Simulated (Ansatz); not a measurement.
SrO:
```
CELL_PARAMETERS angstrom
      0.00000     2.59751     2.59751
      2.59751     0.00000     2.59751
      2.59751     2.59751     0.00000
ATOMIC_POSITIONS crystal
  Sr 0.50000 0.50000 0.50000
  O  0.00000 0.00000 0.00000
```

Plane-wave PAW PBE (Ansatz code) gives a gap of 3.33 eV without spin–orbit coupling, maximum at Γ, minimum at X.

Task: What happens when spin–orbit coupling is switched on?

Result: The gap drops by 0.02 eV, to 3.31 eV; maximum at Γ, minimum at X.

Task: How large is the spin–orbit splitting of the valence top at Γ?

Result: The fourfold level lies 0.06 eV above the split-off pair.

Task: Give the electron effective mass with spin–orbit coupling.

Result: 0.41, 0.41, 1.2 mₑ (principal values).

Task: Give the hole effective mass with spin–orbit coupling, band 1 of 2 at the edge.

Result: 4.3 along [100], 1.7 along [110], 1.3 along [111] (mₑ).

Task: Give the hole effective mass with spin–orbit coupling, band 2 of 2 at the edge.

Result: 0.47 along [100], 0.56 along [110], 0.62 along [111] (mₑ).

Space group Fm-3m (rock salt). The PBE relaxation kept the symmetry of its start.

Potentials: the earlier of the program's two PAW sets.
